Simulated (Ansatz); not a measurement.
**Structure types of Cr compared at -3.5 GPa**

Structure types of Cr are relaxed in primitive cells with their symmetry kept at -3.5 GPa, first on PAW files, then by LAPW. The enthalpy is E + pV at zero temperature, without zero-point motion. Only the types listed were tried, and differences under about 5 meV/atom are mesh noise. Not among the end structures: fcc, which may lie lower.

Computed with Ansatz 0.2.0; functional LDA, scalar-relativistic. Settings: Fermi–Dirac smearing of 0.05 eV, spin-polarised from start moments Cr 2 μB. Methods: LAPW: all electrons, basis error target 0.5 meV/atom; PAW: frozen-core files, cutoff 420 eV.

k meshes: bcc 19×19×19, hcp 18×18×10, omega 9×9×13, diamond 14×14×14, sc 17×17×17.

Antiferromagnetic order, which Cr and Mn prefer near zero pressure, wasn't tried. The start moments died away, and the runs ended non-magnetic. The PAW files were made under PBE.

Task: Which type is lowest in enthalpy, and by how much?

Result: bcc, 339 meV/atom below omega. The whole table:

| start type | ends as | a, b, c (Å) | V (Å³/atom) | H − H(lowest), LAPW (meV/atom) | same, PAW | moment (μB/atom) |
| --- | --- | --- | --- | --- | --- | --- |
| bcc | bcc, Im-3m | 2.800, 2.800, 2.800 | 10.98 | 0.0 | 0.0 | 0.00 |
| hcp | hcp, P6_3/mmc | 2.442, 2.442, 4.380 | 11.31 | 416.2 | 415.5 | 0.00 |
| omega | omega, P6/mmm | 4.173, 4.173, 2.234 | 11.23 | 339.4 | 339.2 | 0.00 |
| diamond | diamond, Fd-3m | 4.986, 4.986, 4.986 | 15.50 | 2144.2 | 2142.4 | 0.00 |
| sc | sc, Pm-3m | 2.295, 2.295, 2.295 | 12.08 | 1017.3 | 1016.6 | 0.00 |
